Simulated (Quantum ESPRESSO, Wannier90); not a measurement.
**Ag (fcc (Cu type)): Wannier90 run**

```
Ag
1.0
    0.00000     2.05218     2.05218
    2.05218     0.00000     2.05218
    2.05218     2.05218     0.00000
Ag
1
Cartesian
  0.00000   0.00000   0.00000
```

Cell from Materials Project (mp-124), symmetrised, no further relaxation. This is the element's usual structure. Level: LDA, no spin polarisation, no spin-orbit coupling; pw.x of Quantum ESPRESSO at 69 Ry with PseudoDojo potentials, 10×10×10 k-points, Wannier90. Density: 18×18×18 mesh, cold smearing 0.01 Ry.

Base run: 9 functions from bands 5-21 of the 21 computed, start hydrogen-like Ag: s;p;d, frozen window up to 1.50 eV relative to the Fermi level, outer window open. One setting was then changed (edges relative to the Fermi level; misfit to pw.x on a path, for states up to 1.0 eV relative to the Fermi level).

```json
[
 {"run": "base", "Ω_I (Å²)": "6.76", "rms misfit (meV)": "7.8", "worst (meV)": "132"},
 {"run": "changed", "Ω_I (Å²)": "6.85", "rms misfit (meV)": "1.9", "worst (meV)": "14"}
]
```

Problem. Which change was made?
A. frozen window to 3.50 eV
B. only the lowest 13 of the kept bands
C. no frozen window
D. only the lowest 11 of the kept bands
E. frozen window to 1.00 eV

Solution. A, frozen window to 3.50 eV. The others give:

```
run                                   Ω_I (Å²)  rms misfit (meV)  worst (meV)
------------------------------------  --------  ----------------  -----------
frozen window to 1.00 eV                  6.75               8.3          136
no frozen window                          6.45               459         1468
only the lowest 11 of the kept bands     10.19               6.8           40
only the lowest 13 of the kept bands      8.38               1.7           13
```
